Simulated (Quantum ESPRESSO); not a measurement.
pw.x input (Quantum ESPRESSO 7.5; PBEsol, PseudoDojo standard norm-conserving files, scalar-relativistic):

```
&CONTROL
  calculation = 'scf'
  pseudo_dir = './pseudo'
  outdir = './out'
  tprnfor = .true.
  tstress = .true.
/
&SYSTEM
  ibrav = 0
  nat = 5
  ntyp = 3
  ecutwfc = 68.0
  ecutrho = 272.0
  occupations = 'smearing'
  smearing = 'fd'
  degauss = 0.002
  nbnd = 24
/
&ELECTRONS
  conv_thr = 5e-10
/
ATOMIC_SPECIES
Ca 40.0780 Ca.upf
Br 79.9040 Br.upf
Cs 132.9055 Cs.upf
CELL_PARAMETERS angstrom
  5.708670000000   0.000000000000   0.000000000000
  0.000000000000   5.708670000000   0.000000000000
  0.000000000000   0.000000000000   5.708670000000
ATOMIC_POSITIONS crystal
Ca   0.500000000000   0.500000000000   0.500000000000
Br   0.500000000000   0.000000000000   0.500000000000
Br   0.000000000000   0.500000000000   0.500000000000
Br   0.500000000000   0.500000000000   0.000000000000
Cs   0.000000000000   0.000000000000   0.000000000000
K_POINTS automatic
6 6 6 0 0 0
```

End of the output:

```
     total energy              =    -219.05118301 Ry
     estimated scf accuracy    <       0.00000041 Ry
     total energy              =    -219.05118352 Ry
     estimated scf accuracy    <       0.00000005 Ry
     total energy              =    -219.05118354 Ry
     estimated scf accuracy    <          2.9E-09 Ry
[...]
     the Fermi energy is     3.2021 ev
!    total energy              =    -219.05118354 Ry
     estimated scf accuracy    <          2.3E-11 Ry
     smearing contrib. (-TS)   =       0.00000000 Ry
     internal energy E=F+TS    =    -219.05118354 Ry
     The total energy is F=E-TS. E is the sum of the following terms:
     one-electron contribution =     -64.60151696 Ry
     hartree contribution      =      44.44260337 Ry
     xc contribution           =     -59.22293091 Ry
     ewald contribution        =    -139.66933904 Ry
     convergence has been achieved in   8 iterations
     Forces acting on atoms (cartesian axes, Ry/au):
     atom    1 type  1   force =     0.00000000    0.00000000    0.00000000
     atom    2 type  2   force =     0.00000000    0.00000000    0.00000000
     atom    3 type  2   force =     0.00000000    0.00000000    0.00000000
     atom    4 type  2   force =     0.00000000    0.00000000    0.00000000
     atom    5 type  3   force =     0.00000000    0.00000000    0.00000000
     Total force =     0.000000     Total SCF correction =     0.000000
     Computing stress (Cartesian axis) and pressure
          total   stress  (Ry/bohr**3)                   (kbar)     P=       -7.65
  -0.00005202   0.00000000   0.00000000           -7.65        0.00        0.00
   0.00000000  -0.00005202   0.00000000            0.00       -7.65        0.00
   0.00000000   0.00000000  -0.00005202            0.00        0.00       -7.65
```
In a gapped system the printed Fermi energy is only some level inside the gap.

Spin-orbit coupling is not included.

Geometry of the Materials Project entry, not relaxed at this level.
